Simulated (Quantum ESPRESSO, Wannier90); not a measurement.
## Wannier functions of AlInSb₂ (R3m)

```
begin unit_cell_cart
ang
   -2.2762401450    3.9425635814    0.0000000000
   -4.5524802900    0.0000000000    0.0000000000
   -2.2762401450    1.3141878605    7.4029230000
end unit_cell_cart
begin atoms_frac
Al   0.0002900000  0.0002900000 -0.0008700000
In   0.4996730000  0.4996730000 -0.4990190000
Sb  -0.1205630000 -0.1205630000  0.3616890000
Sb   0.3705930000  0.3705930000 -0.1117790000
end atoms_frac
```

Structure: Materials Project mp-1228866, symmetrised, not relaxed again. Not found in the COD (Crystallography Open Database) copy used; not checked further. Method: PBEsol plane waves in Quantum ESPRESSO 7.5 (PseudoDojo norm-conserving files, 64 Ry, spinors with spin-orbit coupling), Bloch states on a 4×4×4 mesh through Γ, Wannier90 4.0.1. Density: 8×8×8 mesh, cold smearing 0.01 Ry. With spin-orbit coupling a semilocal functional can close or falsely invert a small gap; the band order was not checked against a better method.

Bands 31-34 form an isolated set from -10.72 to -8.89 eV relative to the Fermi level (on the path) and are turned into 4 Wannier functions by minimising the spread from the start: atomic waves Sb 5s.

Centres (Cartesian, Å; one of the equivalent choices) and spreads:

```
n       x      y       z  spread (Å²)  nearest atom
-  ------  -----  ------  -----------  ------------
1   0.000  0.000   2.692        2.513           Sb3
2   0.000  0.000   2.692        2.513           Sb3
3  -2.276  1.314  -0.844        2.280           Sb4
4  -2.276  1.314  -0.844        2.280           Sb4
```

Ω_I = 9.49 Å², Ω_total = 9.59 Å²; the interpolated bands follow pw.x to 6.2 meV rms on the path. Only this start was tried; a symmetric start can stop on a saddle, and mixtures of these functions could lower the total by at most Ω_total − Ω_I.
